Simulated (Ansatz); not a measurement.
AgI:
```
CELL_PARAMETERS angstrom
      0.00000     3.22498     3.22498
      3.22498     0.00000     3.22498
      3.22498     3.22498     0.00000
ATOMIC_POSITIONS crystal
  Ag 0.75000 0.75000 0.75000
  I  0.00000 0.00000 0.00000
```

x, y and z are the axes in which the lattice vectors are written.

Problem. Give the high-frequency dielectric tensor and the Born effective charge tensors of the independent atoms from DFPT, DFT-PBEsol in the program Ansatz with PAW potentials.

Solution. 
ε∞:
```
5.58  0.00  0.00
0.00  5.58  0.00
0.00  0.00  5.58
```
Z* of atom 1 (Ag), rows: field, columns: displacement, in e:
```
1.21  0.00  0.00
0.00  1.21  0.00
0.00  0.00  1.21
```
Z* of atom 2 (I), rows: field, columns: displacement, in e:
```
-1.21   0.00   0.00
 0.00  -1.21   0.00
 0.00   0.00  -1.21
```

Space group F-43m (zinc blende). The cell was relaxed with PBEsol under the symmetry of its start. No spin polarisation was allowed. Scalar-relativistic: spin–orbit coupling is off unless named, which matters more the heavier the elements.

Potentials: the later of the program's two PAW sets.
